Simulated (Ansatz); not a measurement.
Sc (hcp, Mg type)

```
Sc
1.0
    3.27714     0.00000     0.00000
   -1.63857     2.83808     0.00000
    0.00000     0.00000     5.08539
Sc
2
Direct
  0.33333   0.66667   0.75000
  0.66667   0.33333   0.25000
```

In this cell atom 1 (Sc, nearest neighbour Sc at 3.169 Å; its periodic images, 3.3 Å or more away, move with it) is moved by s along Cartesian [111], unit vector (0.577, 0.577, 0.577); all other atoms and the cell stay fixed.

All values below come from PBEsol (plane waves to 420 eV, PAW, scalar-relativistic; Ansatz, a quantum-chemistry and plane-wave program). k mesh 13×13×8 (Γ-centred), Fermi-Dirac smearing 0.05 eV. The energy includes the smearing's −TS. Compression counts positive. With partly filled bands, energies and forces of such displacements shift with the k mesh and the smearing. F∥ is the force on the atom along that direction. F⊥ is the part of the force across the line. Sc is run without spin polarisation. Sc was relaxed with its symmetry unable to fall. ΔE is measured from the undisplaced structure.

```csv
s (Å),ΔE (meV/cell),F∥ (eV/Å),P (GPa),|F⊥| (eV/Å)
-0.320,132,0.832,0.6,0.460
-0.256,84,0.663,0.4,0.364
-0.192,47,0.496,0.2,0.271
-0.128,21,0.329,0.1,0.180
-0.064,5,0.163,0.0,0.090
0.000,0,0.000,0.0,0.000
0.064,5,-0.160,0.0,0.092
0.128,20,-0.319,0.1,0.187
0.192,46,-0.478,0.2,0.285
0.256,82,-0.636,0.4,0.388
0.320,127,-0.791,0.6,0.495
```

Summary:

| Item | Value |
|---|---|
| Energy at s = 0.320 Å | 127 meV/cell |
| Force along the line at s = -0.320 Å | 0.832 eV/Å |
| Symmetry of the curve | not even: the negative side lies higher at ±0.320 Å |
| Shape of the curve | a single well with its minimum at or next to zero displacement |
| Force constant k = d²E/ds² at s = 0 (finite differences) | 2.53 eV/Å² |
| Harmonic estimate at the end of the scan | ½ks² = 129 meV/cell against the computed 127 meV/cell, so the well is close to harmonic there |

The 11 points together took around 2.9 core-minutes (rough).

(A displaced cell: forces are minus the slopes of the energy, force constants its curvatures, and phonons follow from these.)
